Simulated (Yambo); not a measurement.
G0W0@LDA for CsAgCl₂ (space group P4/nmm, No. 129) in Yambo. Reference settings: 2×2×1 Γ-centred k mesh, bands 9 to 465 and a 8 Ry block in the screening, 465 bands in G with the Bruneval-Gonze terminator, plasmon pole fitted at 27.2 eV. The LDA gap M → Γ on this mesh is 1.94 eV; G0W0 gaps are taken between the same points.

The settings were changed. The gap went from 4.09 eV to 4.08 eV, and the shift of the valence edge from -1.21 eV to -1.08 eV.

Task: Which change was made?
A. 295 bands in G, no terminator
B. pole fitted at 10 eV
C. 7 Ry block
D. 295 bands in G

Result: B, pole fitted at 10 eV. The others gave (gap, valence shift): 295 bands in G, no terminator: 3.91, -0.88 eV; 295 bands in G: 4.09, -1.20 eV; 7 Ry block: 4.07, -1.18 eV.

Spin-orbit coupling is not included.

Geometry of the Materials Project entry, not relaxed at this level; primitive cell a = 5.068 Å, b = 5.068 Å, c = 9.859 Å, α = 90.00°, β = 90.00°, γ = 90.00°.

The structure is a Materials Project entry; no match was found in the copy of COD used, and its stability was not checked.

A shift is the quasiparticle energy of the state minus its LDA energy.
